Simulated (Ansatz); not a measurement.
WSe2:
```
WSe2
1.0
    3.25020     0.00000     0.00000
   -1.62510     2.81476     0.00000
    0.00000     0.00000    12.81838
W Se
2 4
Direct
  0.33333   0.66667   0.25000
  0.66667   0.33333   0.75000
  0.33333   0.66667   0.61999
  0.66667   0.33333   0.11999
  0.66667   0.33333   0.38001
  0.33333   0.66667   0.88001
```

Relaxed with LDA. Special points in fractions of this cell's reciprocal vectors: Γ (0.000, 0.000, 0.000); M (0.500, 0.000, 0.000); K (0.333, 0.333, 0.000); A (0.000, 0.000, 0.500); L (0.500, 0.000, 0.500); H (0.333, 0.333, 0.500).

### Question
List the band energies nearest the valence-band maximum at these points for DFT-LDA in the program Ansatz with PAW potentials.

### Answer
In eV from the valence-band maximum; about four levels below and three above (degenerate sets whole), none deeper than 8.9 eV; points with the same levels are listed once.

```
k                                below                above
-  -----------------------------------  -------------------
Γ         -1.49 -1.49 -1.26 -1.01 0.00  2.73 2.73 2.79 2.79
M              -1.47 -1.32 -1.31 -1.03       2.21 2.25 2.31
K              -2.58 -2.58 -0.51 -0.22       1.39 1.39 1.75
A  -1.52 -1.52 -1.52 -1.52 -0.22 -0.22  2.74 2.74 2.74 2.74
L              -1.37 -1.37 -1.17 -1.17  2.23 2.23 2.57 2.57
H              -2.79 -2.79 -0.39 -0.39  1.39 1.39 2.36 2.36
```

Space group P6_3/mmc. Symmetry was held in the LDA relaxation; phonons on a q-mesh show no instability. The run is not spin-polarised. A crystal of weakly bound layers computed without a dispersion correction: the cell and the soft elastic constants depend strongly on that. Spin–orbit coupling is left out wherever it is not named.

Potentials: the later of the program's two PAW sets.
